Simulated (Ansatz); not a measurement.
BaTiS3:
```
BaTiS3
1.0
   11.77820     0.00000     0.00000
   -5.88910    10.20022     0.00000
    0.00000     0.00000     5.92916
Ba Ti S
6 6 18
Direct
  0.66468   0.00000   0.29071
  0.66468   0.66468   0.79071
  0.00000   0.66468   0.29071
  0.33532   0.00000   0.79071
  0.33532   0.33532   0.29071
  0.00000   0.33532   0.79071
  0.33333   0.66667   0.63477
  0.66667   0.33333   0.13477
  0.66667   0.33333   0.63477
  0.33333   0.66667   0.13477
  0.00000   0.00000   0.92223
  0.00000   0.00000   0.42223
  0.00000   0.83501   0.70518
  0.16499   0.00000   0.20518
  0.16499   0.16499   0.70518
  0.00000   0.16499   0.20518
  0.83501   0.00000   0.70518
  0.83501   0.83501   0.20518
  0.16998   0.67066   0.84977
  0.49932   0.16998   0.34977
  0.32934   0.49932   0.84977
  0.83002   0.32934   0.34977
  0.50068   0.83002   0.84977
  0.67066   0.50068   0.34977
  0.67066   0.16998   0.84977
  0.16998   0.49932   0.34977
  0.49932   0.32934   0.84977
  0.32934   0.83002   0.34977
  0.83002   0.50068   0.84977
  0.50068   0.67066   0.34977
```

Relaxed with PBE. Special points in fractions of this cell's reciprocal vectors: Γ (0.000, 0.000, 0.000); M (0.500, 0.000, 0.000); K (0.333, 0.333, 0.000); A (0.000, 0.000, 0.500); L (0.500, 0.000, 0.500); H (0.333, 0.333, 0.500).

**Question.** List the band energies nearest the valence-band maximum at these points for PBE in the plane-wave PAW code Ansatz.

**Answer.** In eV from the valence-band maximum; about four levels below and three above (degenerate sets whole), none deeper than 8.9 eV; points with the same levels are listed once.

```json
[
 {"k": "Γ", "below": "-0.47 -0.05 -0.05 0.00", "above": "0.29 0.76 0.85"},
 {"k": "M", "below": "-0.45 -0.30 -0.29 -0.26", "above": "0.59 0.63 0.66"},
 {"k": "K", "below": "-0.44 -0.44 -0.44 -0.24 -0.24 -0.19", "above": "0.58 0.58 0.62"},
 {"k": "A", "below": "-0.33 -0.33 -0.33 -0.33", "above": "1.40 1.40 1.42 1.42 1.42 1.42"},
 {"k": "L", "below": "-0.48 -0.48 -0.46 -0.46", "above": "1.38 1.38 1.41 1.41"},
 {"k": "H", "below": "-0.42 -0.42 -0.42 -0.42", "above": "1.37 1.37 1.40 1.40 1.40 1.40"}
]
```

Space group P6_3cm. The start of the workflow was typed in or built on a structure type; neither database checked (COD, Materials Project) lists it. COD files the formula under space group No. 194, so this cell is another polymorph or a model. Its standing as an ambient phase is unchecked. The cell was relaxed with PBE under the symmetry of its start; its stability against distortions is not shown here. The workflow began spin-polarised and lost its moments. Scalar-relativistic: spin–orbit coupling is off unless named, which matters more the heavier the elements.

Potentials: the later of the program's two PAW sets.
